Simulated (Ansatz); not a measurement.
# Property card for Ta4O

Level of theory: Ansatz 0.2.0, DFT PBE, scalar-relativistic, plane waves, PAW.

Cutoff 420 eV; k points 8×8×8 on the computed 5-atom cell (Γ-centred); Gaussian smearing, width 0.10 eV; no spin polarisation.

The structure is relaxed at this level of theory with its symmetry kept, and needn't be the ground state of this composition.

```cif
data_structure
_symmetry_space_group_name_H-M 'P-43m'
_symmetry_Int_Tables_number 215
_cell_length_a 4.3941
_cell_length_b 4.3941
_cell_length_c 4.3941
_cell_angle_alpha 90.000
_cell_angle_beta 90.000
_cell_angle_gamma 90.000
_cell_volume 84.84
loop_
_atom_site_label
_atom_site_type_symbol
_atom_site_symmetry_multiplicity
_atom_site_Wyckoff_symbol
_atom_site_fract_x
_atom_site_fract_y
_atom_site_fract_z
_atom_site_occupancy
Ta1 Ta 4 e 0.26374 0.73626 0.26374 1
O1 O 1 a 0.00000 0.00000 0.00000 1
```

* Space group: P-43m (No. 215)
* Volume per atom: 16.97 Å³
* Formation energy from the elements' standard states (uncorrected): -0.493 eV/atom
* Kohn–Sham band gap: none (metal)
* Density of states at the Fermi level: 4.3 states/eV per cell
* Orbital (Löwdin) character within 0.5 eV of the Fermi level: Ta 5d 82 %, unprojected 7 %
* Bader charge by site (e): Ta (4 in the cell) 0.34, O (1 in the cell) -1.35

Spin-orbit coupling is left out, which matters for the bands of heavy elements.

Another cell of Ta4O relaxed alike, in C2/m, lies 202 meV/atom lower, so this cell isn't the stable form at this level.

The cell was found from a structure generator's guess, not taken from experiment. Löwdin shares on free-atom orbitals overweight diffuse shells.
